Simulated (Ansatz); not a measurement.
Given:

Bi2SO2:
```
CELL_PARAMETERS angstrom
      3.82307     0.00000     0.00000
      0.00000    11.90603     0.00000
      0.00000     0.00000     3.81924
ATOMIC_POSITIONS crystal
  Bi 0.47257 0.85771 0.50000
  Bi 0.52743 0.14229 0.50000
  Bi 0.97257 0.64229 0.00000
  Bi 0.02743 0.35771 0.00000
  S  0.00000 0.00000 0.00000
  S  0.50000 0.50000 0.50000
  O  0.47999 0.74990 0.00000
  O  0.52001 0.25010 0.00000
  O  0.97999 0.75010 0.50000
  O  0.02001 0.24990 0.50000
```

This is the PBEsol-relaxed structure. Cartesian axes are those of the cell as given.

Q: All from plane-wave PAW PBEsol (Ansatz code), unless another level is named. Give the electronic dielectric constant ε∞ (DFPT).

A: 12.0 (xx), 9.71 (yy), 12.1 (zz).

Q: Give the Born charges (a third of the trace).

A: Bi +5.64, S -3.81, O -3.73 e.

Q: Give the static dielectric constant ε0 (ions relaxed, cell fixed).

A: 249 (xx), 130 (yy), 249 (zz).

Space group Pnnm. The first step of the workflow began from a Materials Project structure, measured or hypothetical; the Crystallography Open Database copy checked does not list it. Whether it is the stable phase at ambient conditions was not checked. The PBEsol relaxation kept the symmetry of its start; whether a distortion lowers the energy is not shown. Scalar-relativistic: spin–orbit coupling is off unless named, which matters more the heavier the elements.

Potentials: the later of the program's two PAW sets.
